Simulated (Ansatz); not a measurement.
# MgCu$_{4}$Sn: do energies and stresses tell the same story?

The calculation used DFT r2SCAN, scalar-relativistic, plane waves, PAW in Ansatz.

Cutoff 500 eV; k points 10×10×10 on the computed 6-atom cell (Γ-centred); Gaussian smearing, width 0.10 eV; no spin polarisation.

Relaxed cell: F-43m, a = 6.989 Å, b = 6.989 Å, c = 6.989 Å, α = 90.00°, β = 90.00°, γ = 90.00°, 6 atoms in the primitive cell. Whether it is the stable form of this composition wasn't checked.

Energies at zero smearing and pressures from the stress tensor, at volumes with shape and atoms relaxed:
| V (Å³/atom) | E − E(first) (meV/atom) | P (GPa) |
| --- | --- | --- |
| 12.520 | 0.00 | 20.25 |
| 12.946 | -45.03 | 13.76 |
| 13.373 | -74.24 | 8.34 |
| 13.800 | -90.21 | 3.80 |
| 14.227 | -95.10 | -0.01 |
| 14.654 | -90.70 | -3.19 |
| 15.081 | -78.55 | -5.85 |
| 15.650 | -52.46 | -8.72 |

Question: Check P = −dE/dV between neighbouring volumes, and get the bulk modulus from the pressures alone.

Answer: With 1 eV/Å³ = 160.2 GPa:
| middle V (Å³/atom) | −ΔE/ΔV (GPa) | mean P (GPa) |
| --- | --- | --- |
| 12.733 | 16.902 | 17.005 |
| 13.160 | 10.966 | 11.051 |
| 13.587 | 5.996 | 6.068 |
| 14.014 | 1.834 | 1.895 |
| 14.440 | -1.650 | -1.597 |
| 14.867 | -4.563 | -4.518 |
| 15.365 | -7.343 | -7.283 |

The two differ by 0.10 GPa at most. The mean of two end pressures misses the average over a step by about ΔV² P″/12, up to 0.09 GPa here; with that taken off 0.01 GPa remains. Around V = 14.227 Å³/atom, the two neighbours give B = −V ΔP/ΔV = 14.227 × 6.99 / 0.854 = 116.4 GPa, against B0 = 115.7 GPa from the Birch–Murnaghan fit of the energies.

Cost: 9 runs of about 16 core-minutes in all, on Oxide Virtual Turin-like Processor (Zen 5) (shared hosts).